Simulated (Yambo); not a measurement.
Yambo run on RbCaH3 (cubic perovskite, space group Pm-3m, No. 221). The wavefunctions come from this Quantum ESPRESSO step (PBEsol, PseudoDojo standard norm-conserving files, scalar-relativistic):

```
&CONTROL
  calculation = 'nscf'
  pseudo_dir = './pseudo'
  outdir = './out'
/
&SYSTEM
  ibrav = 0
  nat = 5
  ntyp = 3
  ecutwfc = 72.0
  ecutrho = 288.0
  occupations = 'fixed'
  force_symmorphic = .true.
  nbnd = 165
/
&ELECTRONS
  conv_thr = 5e-09
  diago_full_acc = .true.
  diago_thr_init = 1e-08
/
ATOMIC_SPECIES
H 1.0080 H.upf
Ca 40.0780 Ca.upf
Rb 85.4678 Rb.upf
CELL_PARAMETERS angstrom
  4.520970000000   0.000000000000   0.000000000000
  0.000000000000   4.520970000000   0.000000000000
  0.000000000000   0.000000000000   4.520970000000
ATOMIC_POSITIONS crystal
H   0.500000000000   0.000000000000   0.500000000000
H   0.000000000000   0.500000000000   0.500000000000
H   0.500000000000   0.500000000000   0.000000000000
Ca   0.500000000000   0.500000000000   0.500000000000
Rb   0.000000000000   0.000000000000   0.000000000000
K_POINTS automatic
4 4 4 0 0 0
```

Yambo input:

```
rim_cut
gw0
dyson
el_el_corr
HF_and_locXC
ppa
em1d
RandQpts= 1000000
RandGvec= 1 Ry
EXXRLvcs= 72 Ry
VXCRLvcs= 288 Ry
Chimod= "HARTREE"
% BndsRnXp
 1 | 162 |
%
NGsBlkXp= 8 Ry
% LongDrXp
 1.0 | 1.0 | 1.0 |
%
PPAPntXp= 27.2114 eV
% GbndRnge
 1 | 162 |
%
GTermKind= "BG"
DysSolver= "n"
ExtendOut
% QPkrange
 1 | 1 | 11 | 12 |
 3 | 3 | 11 | 12 |
 6 | 6 | 11 | 12 |
 10 | 10 | 11 | 12 |
%
```

k points by index: 1 = Γ, 3 = X, 6 = M, 10 = R.

The o-*.qp file then holds:

```
#    K-point    Band    Eo [eV]    E [eV]    E-Eo [eV]    Vxc [eV]    Vnlxc [eV]    Sc|Eo [eV]    Sc|E [eV]    dSc/dw|Eo [eV]    Re(Z)    Im(Z)
#
    1    11    -0.379738    -1.945347    -1.565608    -10.63284    -14.16347    1.550720    1.965014    -7.199907    0.790764    -0.001901
    1    12    6.107476    7.977096    1.869620    -13.01103    -5.977301    -4.675249    -5.164104    -7.096826    0.792878    -0.014536
    3    11    -0.133927    -1.668405    -1.534479    -10.96066    -14.42392    1.522085    1.928777    -7.211209    0.790505    -0.001837
    3    12    5.608735    7.320601    1.711866    -12.21730    -5.617390    -4.465738    -4.888041    -6.710899    0.802156    -0.003179
    6    11    0.000000    -1.723314    -1.723314    -10.61310    -14.30802    1.532866    1.971603    -6.927081    0.797085    -0.001724
    6    12    3.078470    4.000143    0.921673    -8.381096    -3.887301    -3.397272    -3.572121    -5.161488    0.840559    -0.001274
    10    11    -0.202908    -1.926624    -1.723715    -10.27684    -14.00883    1.565221    2.008271    -6.993511    0.795537    -0.001790
    10    12    4.378942    5.627810    1.248868    -10.16699    -4.844980    -3.808442    -4.073140    -5.766641    0.825134    -0.001508
```
(The two width columns are left out.) Convergence of these settings isn't established.

Geometry of the Materials Project entry, not relaxed at this level.
